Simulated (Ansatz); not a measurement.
# Ansatz run, CrGeO₄

The input, for Ansatz 0.2.0 (plane waves, PAW):

```yaml
crystal:
  lattice:
    - [2.74994568, 4.07459502, 0.0]
    - [2.74994568, -4.07459502, 0.0]
    - [0.0, 0.0, -6.28886098]
  atoms:
    - { symbol: O, position: [0.2503, 0.7497, 0.9566] }
    - { symbol: O, position: [0.7497, 0.2503, 0.4566] }
    - { symbol: O, position: [0.7497, 0.2503, 0.0434] }
    - { symbol: O, position: [0.2503, 0.7497, 0.5434] }
    - { symbol: Cr, position: [0.36258, 0.63742, 0.75] }
    - { symbol: Cr, position: [0.63742, 0.36258, 0.25] }
    - { symbol: O, position: [0.738, 0.7806, 0.75] }
    - { symbol: O, position: [0.262, 0.2194, 0.25] }
    - { symbol: O, position: [0.7806, 0.738, 0.25] }
    - { symbol: O, position: [0.2194, 0.262, 0.75] }
    - { symbol: Ge, position: [0.0, 0.0, 0.0] }
    - { symbol: Ge, position: [0.0, 0.0, 0.5] }
  symmetry: { tolerance: 0.0003 }
kpoints:
  mp_grid: { grid: [7, 7, 5], shift: [0, 0, 0] }
  band_path:
    path:
      - [0.0, 0.0, 0.0]
      - [0.5, -0.5, 0.0]
      - [0.63612737, -0.36387263, 0.0]
      - [0.36387263, 0.36387263, 0.0]
      - [0.0, 0.0, 0.0]
      - [0.0, 0.0, -0.5]
      - [0.36387263, 0.36387263, -0.5]
      - [0.63612737, -0.36387263, -0.5]
      - [0.5, -0.5, -0.5]
      - [0.5, -0.5, 0.0]
      - [0.0, 0.0, 0.0]
    npoints: 6
magnetization:
  spin_polarized: false
scf:
  occupations: { method: fermi_dirac }
  lower_state_search: "off"
  max_iter: 200
hamiltonian:
  pseudopotentials: { kind: paw }
  xc: r2scan
basis:
  ecutwfc: 500
  fft_grid_basis: typed
output:
  forces: true
  stress: true
  eigenvalues: true
  bader: true
  populations: true
  elf: true
  write_potential: true
  volumetric_format: npy
  dos:
    e_range: [-12, 8]
    de: 0.05
    projected: { site_lists: { Cr: [Cr], Ge: [Ge], O: [O] } }
checkpoint:
  read: saved_state
```

The run starts from an earlier solution of this cell. 

Parts of the output:

```
SCF iter   1: F=-19916.7516 eV  Δρ=1.61e-3  dr2=8.48e-4  dr2_τ=5.69e-3
SCF iter   2: F=-19916.7524 eV  Δρ=5.09e-4  dr2=3.09e-4  dr2_τ=4.49e-5
SCF iter   3: F=-19916.7526 eV  Δρ=1.29e-4  dr2=1.32e-5  dr2_τ=6.36e-6
SCF iter   4: F=-19916.7526 eV  Δρ=2.29e-5  dr2=3.83e-7  dr2_τ=1.55e-7
SCF iter   5: F=-19916.7526 eV  Δρ=4.76e-6  dr2=1.91e-8  dr2_τ=2.96e-9
Free energy (F): -19916.7526 eV
Harris-Foulkes:  -19916.7526 eV  (|F-HF|=5.38e-9)
Internal energy: -19916.6067 eV  (E = F + TS)
E sigma→0 (E₀):  -19916.6796 eV
Entropy (-TS):   -0.1459 eV (-12.157 meV/atom)
Fermi energy:    8.9426 eV
--- Forces (eV/Å), atoms counted from 1 ---
  atom   1  O      0.0000    -2.0518    -2.6551
  atom   2  O      0.0000     2.0518    -2.6551
  atom   3  O      0.0000     2.0518     2.6551
  atom   4  O      0.0000    -2.0518     2.6551
  atom   5  Cr     0.0000     2.7322     0.0000
  atom   6  Cr     0.0000    -2.7322     0.0000
  atom   7  O      0.7982     0.2761     0.0000
  atom   8  O     -0.7982    -0.2761     0.0000
  atom   9  O      0.7982    -0.2761     0.0000
  atom  10  O     -0.7982     0.2761     0.0000
  atom  11  Ge     0.0000     0.0000     0.0000
  atom  12  Ge     0.0000     0.0000     0.0000
--- Stress (GPa, compression-positive) ---
       10.2701       0.0000       0.0000
        0.0000       8.7988       0.0000
        0.0000       0.0000      18.3855
  P = ⅓ Tr σ = 12.4848 GPa (124.848 kbar)
--- Löwdin populations: 12 sites ---
  site symbol       q [e]
     0      O      6.5212
     1      O      6.5212
     2      O      6.5212
     3      O      6.5212
     4     Cr     12.6509
     5     Cr     12.6509
     6      O      6.6254
     7      O      6.6254
     8      O      6.6254
     9      O      6.6254
    10     Ge     12.8189
    11     Ge     12.8189
  spilling = 0.0046 (of n_electrons = 104.0000)
```

Total energies depend on the potentials used, so only differences within one code and one set of settings carry meaning.

Origin: a known structure type with other elements, at an estimated volume, so it need not be a known compound. Caveats: no spin polarisation, so a magnetic state may lie lower; atoms or cell far from equilibrium.
